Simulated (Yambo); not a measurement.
Consider the following.

```xyz
10
Lattice="6.2979 0.0000 0.0000 -3.1489 5.4541 0.0000 0.0000 0.0000 5.1033" Properties=species:S:1:pos:R:3 pbc="T T T"
Li     0.0000     0.0000     0.0000
F      5.0306     0.7317     1.4385
F     -1.8817     4.7225     3.6648
F      3.1489     3.9908     1.4385
F      0.0000     1.4633     3.6648
F      1.2673     0.7317     1.4385
F      1.8817     4.7225     3.6648
Al     0.0000     0.0000     2.5516
Cs     0.0000     3.6361     1.1669
Cs     3.1489     1.8180     3.9364
```

Workflow: norm-conserving PBEsol (Quantum ESPRESSO, 84 Ry, scalar-relativistic), then G0W0 in Yambo (3×3×2 Γ-centred k mesh, bands 2 to 191 and a 6 Ry block in the screening, 191 bands in G with the Bruneval-Gonze terminator, plasmon pole fitted at 27.2 eV).

Question: Give the PBEsol and G0W0 gaps between the band edges found on this mesh, and say where the edges lie.

Answer: Edges: Γ → Γ. PBEsol: 6.76 eV; G0W0: 10.58 eV. Nearest settings tried, and what they do to the gap: 2 Ry block (71 vectors against 295): +730 meV. Not varied: bands in G, bands in W, mesh. So the settings aren't converged at that level. 

Geometry of the Materials Project entry, not relaxed at this level.

The structure is a Materials Project entry; no match was found in the copy of COD used, and its stability was not checked.
